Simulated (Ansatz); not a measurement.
A geometry of W away from equilibrium: step 2 of the relaxation of a relaxed W cell, doubled along one cell vector, shaken by Gaussian noise of σ = 0.08 Å a coordinate. Calculation: PBEsol (plane waves to 420 eV, PAW, scalar-relativistic; Ansatz, a quantum-chemistry and plane-wave program). Γ-centred k-mesh 7×14×14 on the run's cell (coarser than for final values), Fermi–Dirac smearing 0.05 eV.

```xyz
2
Lattice="0.0051 3.9243 3.9759 2.0042 -0.0110 2.0015 2.0124 1.9839 -0.0192" Properties=species:S:1:pos:R:3:forces:R:3 pbc="T T T" free_energy=-20514.047 pressure_GPa=3.6
W     -0.0545     0.1460     0.0511    1.3021   -1.2299   -1.2625
W      0.0635     2.0797     1.9634   -1.3021    1.2299    1.2625
```

Positions in Å, forces in eV/Å, free energy of the cell in eV (comparable only within this code, potentials and settings). Largest force: 2.19 eV/Å, on W1, W2 (atoms numbered as listed); the geometry lies 0.55 eV/atom above the end of its relaxation.

No spin polarisation in the result.

The run could not lose the symmetry of its start.

Of the parent cell (Fm-3m (No. 225)): it is a generated cell of W: the first start was made by placing the elements on the sites of a structure type, and the end was not matched to a known phase here, so it may be hypothetical. Known forms of W include space group No. 229.
